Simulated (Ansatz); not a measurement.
Computed with DFT PBE, scalar-relativistic, plane waves, PAW in Ansatz. All cells share a 420 eV cutoff and Γ-centred k meshes spaced about 0.3 Å⁻¹ or finer (0.25 for metals, 2π included). No spin polarisation.

All energies are static (0 K, no zero-point motion).

Compare these two cells of Li2SiN3, each relaxed at this level.

A.

Space group Cc (No. 9). a = 5.817 Å, b = 8.720 Å, c = 5.517 Å, α = 90.00°, β = 115.76°, γ = 90.00°
| atom | site | symmetry | x | y | z |
| --- | --- | --- | --- | --- | --- |
| Li | 4a | 1 | 0.5083 | 0.6927 | 0.5141 |
| Li | 4a | 1 | 0.4657 | 0.9808 | 0.9319 |
| Si | 4a | 1 | 0.4903 | 0.5971 | 0.9918 |
| N | 4a | 1 | 0.6696 | 0.2270 | 0.5946 |
| N | 4a | 1 | 0.0813 | 0.0017 | 0.7823 |
| N | 4a | 1 | 0.6598 | 0.1491 | 0.8102 |

B.

Space group Imm2 (No. 44). a = 2.878 Å, b = 8.176 Å, c = 5.393 Å, α = 90.00°, β = 90.00°, γ = 90.00°
| atom | site | symmetry | x | y | z |
| --- | --- | --- | --- | --- | --- |
| Li | 4d | m.. | 0.0000 | 0.3410 | 0.9956 |
| Si | 2a | mm2 | 0.5000 | 0.5000 | 0.5462 |
| N | 4d | m.. | 0.5000 | 0.5885 | 0.2488 |
| N | 2b | mm2 | 0.0000 | 0.5000 | 0.7151 |

Problem. Which would you expect to be lower, and how large is the difference?

Solution. A is lower, by 54 meV/atom. A has space group Cc (No. 9), 10.5 Å³/atom and no gap on its mesh; B has space group Imm2 (No. 44), 10.6 Å³/atom and no gap. Counting N atoms around Li and Si (those within 1.25 times the shortest such distance or 1.15 times the sum of covalent radii; a plus sign parts nearer from farther groups), A has Li 4, Si 4 and B has Li 3+1, Si 4. A and B both hold N–N pairs. Both come from trial cells of a structure search, whose lowest cell (Cc, 9.9 Å³/atom) lies 21 meV/atom below the lower of the two.

In Imm2 an odd number of electrons in the primitive cell allows no gap without spin; a larger cell or a magnetic state could open one. A magnetic state wasn't ruled out in cells without spin, among them Cc. Trial moments fell under 0.15 μB along the way in Imm2; another start might hold them. With atoms moved at random, A (by 21 meV/atom) fell into a lower structure. B had no clear such test and can be a saddle point. Some structure types and database cells were kept out of the candidates from the start, so a known form may be missing.
